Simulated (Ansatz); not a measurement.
Method: Ansatz, DFT PBE, scalar-relativistic, plane waves, PAW. Settings: cutoff 420 eV, Γ-centred meshes spaced at most about 0.3 Å⁻¹ (2π included), Gaussian smearing. No spin polarisation in the final relaxations.

Energies over the elements count from the elements' standard structures at the same level, with no fitted energy shifts. The references include black phosphorus.

A relaxed structure of AlGa3P4 has 20.88 Å³/atom, −0.481 eV/atom against the elements, a gap of 1.63 eV on its mesh:

```
Al Ga P
1.0
    -2.75363    2.75363    5.50708
     2.75363   -2.75363    5.50708
     2.75363    2.75363   -5.50708
Al Ga P
1 3 4
Cartesian
  0.0000 0.0000 5.5071
  0.0000 0.0000 0.0000
  2.7536 0.0000 2.7535
  0.0000 2.7536 2.7535
  1.3790 1.3790 -1.3739
  1.3747 -1.3747 6.8810
  1.3747 1.3747 4.1332
  -1.3747 1.3747 6.8810
```

Problem. Predict cell, energy and gap of AlB3P4 with the same space group and Wyckoff sites.

Solution. AlB3P4 has a = 4.810 Å, c = 9.561 Å: 13.83 Å³/atom, −0.284 eV/atom against the elements, a gap of 0.92 eV on its mesh. The volume per atom changes by -33.8 % and the formation energy by +0.196 eV/atom (from unrounded values). The gap narrows by 0.71 eV. Covalent radii: Ga 1.22 Å, B 0.84 Å; electronegativities 1.81 and 2.04. The cell follows the size of the atom. Around Al lie 4 P at 2.28 Å; B on a site of symmetry -42m is surrounded by 4 P at 1.99 Å; around B on a site of symmetry -4 lie 4 P at 2.04 Å; P is surrounded by 3 B at 1.99–2.04 Å and 1 Al at 2.28 Å.

```
Al B P
1.0
    -2.40506    2.40506    4.78072
     2.40506   -2.40506    4.78072
     2.40506    2.40506   -4.78072
Al B P
1 3 4
Cartesian
  0.0000 0.0000 4.7807
  0.0000 0.0000 0.0000
  0.0000 2.4051 2.3904
  2.4051 0.0000 2.3904
  1.0715 1.0715 1.2866
  1.3336 -1.3336 3.4941
  1.3336 1.3336 6.0673
  -1.3336 1.3336 3.4941
```

The two cells were relaxed from separate starts that ended on the same group and sites; neither need be the stable form of its compound. Kohn–Sham gaps at this level usually fall short of measured ones. The reference form of P is held partly by dispersion forces, which this level lacks. Cells relaxed within their symmetry can be saddle points.
